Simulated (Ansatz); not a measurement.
Ba2CaMoO6 in space group Fm-3m (No. 225; Ba on 8c, Ca on 4a, Mo on 4b, O on 24e), r²SCAN (plane waves, PAW; program Ansatz). The conduction-band minimum lies at X, with 3 equivalent valleys. Second derivatives d²E/dk² of the lowest band at one valley (eV·Å²), along Cartesian directions:

```
direction  d²E/dk²
---------  -------
[100]        2.786
[010]        11.38
[001]        11.38
[110]        7.086
[101]        7.086
[011]        11.38
```

Problem. Find the principal effective masses, the density-of-states mass and the conductivity mass.

Solution. Off-diagonal terms follow from H_xy = H[110] − (H_xx + H_yy)/2, and m*/mₑ = 7.620 eV·Å² over each eigenvalue: 0.67, 0.67, 2.7. One valley's DOS mass (m₁m₂m₃)^(1/3) = 1.1, conductivity mass 3/(Σ 1/mᵢ) = 0.89 mₑ.

Problem. What effective density of states Nc follows at 300 K for parabolic valleys?

Solution. Nc = 2.509e19 × 3 × (1.1)^(3/2) ≈ 8.7e19 cm⁻³.

The workflow started from a Materials Project entry (that database holds measured and hypothetical structures alike); the Crystallography Open Database files this formula in space group No. 225, but the cells were not matched. Whether it is the stable phase at ambient conditions was not checked. The r²SCAN relaxation kept the symmetry of its start; whether a distortion lowers the energy is not shown. The run is not spin-polarised. No Hubbard U is applied. Scalar-relativistic: spin–orbit coupling is off unless named, which matters more the heavier the elements.

Potentials: the later of the program's two PAW sets.

Edges and masses are those of Kohn–Sham bands, whose gap is no quasiparticle gap.
